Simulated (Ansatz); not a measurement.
Values for one crystal, relaxed and computed with LDA (plane waves, PAW; program Ansatz); other levels are named.

| Item | Result |
|---|---|
| Volume per atom | 15.65 Å³ |
| Electronic character | metallic (no gap) |
| Mechanical stability | stable (all eigenvalues of C positive) |
| Debye temperature from the elastic constants | 225 K |
| Bulk modulus (Birch–Murnaghan fit) | 2430 kbar |
| Hill bulk and shear moduli | 244 and 58.0 GPa |
| Highest zone-centre frequency | 170 cm⁻¹ |

Question: Pick the material that matches.
(A) CuAu, L1₀ or tetragonal B2
(B) Sn2Pt, fluorite or antifluorite type
(C) PtAu, P-6m2 (Pt on 1e, Au on 1b)
(D) CuPt, R-3m (Cu on 3a, Pt on 3b)

Answer: C, PtAu, P-6m2 (Pt on 1e, Au on 1b)

The workflow started from a Materials Project entry (that database holds measured and hypothetical structures alike); the Crystallography Open Database copy checked does not list it. With Pt and Au taken as one species the cell has the higher symmetry P6_3/mmc, so it may be an ordered model of a mixed-site phase. Whether it is the stable phase at ambient conditions was not checked. The LDA relaxation kept the symmetry of its start; whether a distortion lowers the energy is not shown. The run is not spin-polarised. As this level gives no gap, shear constants depend on the k-mesh and smearing (Fermi–Dirac, 0.1 eV here). As this level gives no gap, phonon frequencies hold no LO–TO term and depend on the k-mesh and smearing (Fermi–Dirac, 0.1 eV here). Scalar-relativistic: spin–orbit coupling is off unless named, which matters more the heavier the elements.

Potentials: the later of the program's two PAW sets.
